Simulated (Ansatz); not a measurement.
SrBiIO2:
```
CELL_PARAMETERS angstrom
      2.95266    -6.85115     0.00000
      2.95266     6.85115     0.00000
      0.00000     0.00000     5.76482
ATOMIC_POSITIONS crystal
  Sr 0.90702 0.09298 0.75000
  Sr 0.09298 0.90702 0.25000
  Bi 0.57299 0.42701 0.75000
  Bi 0.42701 0.57299 0.25000
  I  0.24419 0.75581 0.75000
  I  0.75581 0.24419 0.25000
  O  0.26996 0.26996 0.00000
  O  0.73004 0.73004 0.00000
  O  0.73004 0.73004 0.50000
  O  0.26996 0.26996 0.50000
```

Relaxed with r²SCAN.

Task: Map the valence electron density (e/Å³), cut off at 2 on the plane through (0.907, 0.093, 0.750) spanned by u = [0, 0, 1] and v = [1, -1, 0] in lattice vectors, from the program Ansatz at the r²SCAN level (PAW).

Result: x is the fraction of u, y of v (the angle between them is 90°; rows are the nearest grid lines); atoms in the plane: Sr at (0.00, 0.00), Sr at (0.50, 0.19), Bi at (0.00, 0.67), Bi at (0.50, 0.52), I at (0.00, 0.34), I at (0.50, 0.85).
```
|489962000000000000000000269984|
|996420000000001100000000024699|
|221100000011222222110000001122|
|000000001236999999632100000000|
|000000001236999999632100000000|
|000000000011223322110000000000|
|211100000000011110000000001112|
|999942000000000000000000249999|
|999972100000000000000001279999|
|432211000000111111000000112234|
|000000000112479974211000000000|
|000000000249999999941000000000|
|000000000124999999421000000000|
|111100000000011110000000001111|
|443221000000000000000000122344|
|999953110000000000000011359999|
|999642100000000000000001246999|
|111100000001234432100000001111|
|000000000025899998520000000000|
|000000000148998899841000000000|
|000000000001345543100000000000|
|221000000000000000000000000122|
|996420000000000000000000024699|
|489962000000000000000000269984|
```
Scale: ten equal steps from 0.017 (start of '0') to 2.00 (end of '9'), in the order '0123456789'; x runs from 0.000 to 1.00, y from 0.000 (bottom) to 1.00 (top).

The density is the valence pseudo-density with augmentation charge, so density and ELF within about 1 Å of a nucleus are not all-electron values.

Space group Cmcm. The workflow started from a Materials Project entry (that database holds measured and hypothetical structures alike); the Crystallography Open Database files this formula in space group No. 63, but the cells were not matched. Whether it is the stable phase at ambient conditions was not checked. Symmetry was held in the r²SCAN relaxation; whether a distortion lowers the energy is not shown. Scalar-relativistic: spin–orbit coupling is off unless named, which matters more the heavier the elements.

Potentials: the later of the program's two PAW sets.
